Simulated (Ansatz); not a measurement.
### Question
GaRu$_{3}$C (anti-perovskite, Pm-3m) is relaxed with the program Ansatz at the r²SCAN level (PAW). What lattice parameters of the conventional cell result?

### Answer
a = 3.996 Å.

### Question
Is it a metal or does it have a gap at this level?

### Answer
No gap at this level.

The start of the workflow was typed in or built on a structure type; neither database checked (COD, Materials Project) lists it. Whether it is the stable phase at ambient conditions was not checked. Symmetry was held in the r²SCAN relaxation; whether a distortion lowers the energy is not shown. No spin polarisation was allowed. Scalar-relativistic: spin–orbit coupling is off unless named, which matters more the heavier the elements.

Potentials: the later of the program's two PAW sets.
